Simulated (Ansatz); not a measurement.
BeS (rock salt, Fm-3m), plane-wave PAW PBE (Ansatz code). The conduction-band minimum lies at X, with 3 equivalent valleys. Second derivatives d²E/dk² of the lowest band at one valley (eV·Å²), along Cartesian directions:

```json
[
 {"direction": "[100]", "d²E/dk²": "7.866"},
 {"direction": "[010]", "d²E/dk²": "26.22"},
 {"direction": "[001]", "d²E/dk²": "26.22"},
 {"direction": "[110]", "d²E/dk²": "17.04"},
 {"direction": "[101]", "d²E/dk²": "17.04"},
 {"direction": "[011]", "d²E/dk²": "26.19"}
]
```

Q: Find the principal effective masses, the density-of-states mass and the conductivity mass.

A: Off-diagonal terms follow from H_xy = H[110] − (H_xx + H_yy)/2, and m*/mₑ = 7.620 eV·Å² over each eigenvalue: 0.29, 0.29, 0.97. One valley's DOS mass (m₁m₂m₃)^(1/3) = 0.43, conductivity mass 3/(Σ 1/mᵢ) = 0.38 mₑ.

Q: What effective density of states Nc follows at 300 K for parabolic valleys?

A: Nc = 2.509e19 × 3 × (0.43)^(3/2) ≈ 2.1e19 cm⁻³.

The start of the workflow was typed in or built on a structure type; neither database checked (COD, Materials Project) lists it. COD files the formula under space group No. 216, so this cell is another polymorph or a model. Its standing as an ambient phase is unchecked. Symmetry was held in the PBE relaxation; its stability against distortions is not shown here.

Potentials: the earlier of the program's two PAW sets.

Edges and masses are those of Kohn–Sham bands, whose gap is no quasiparticle gap.
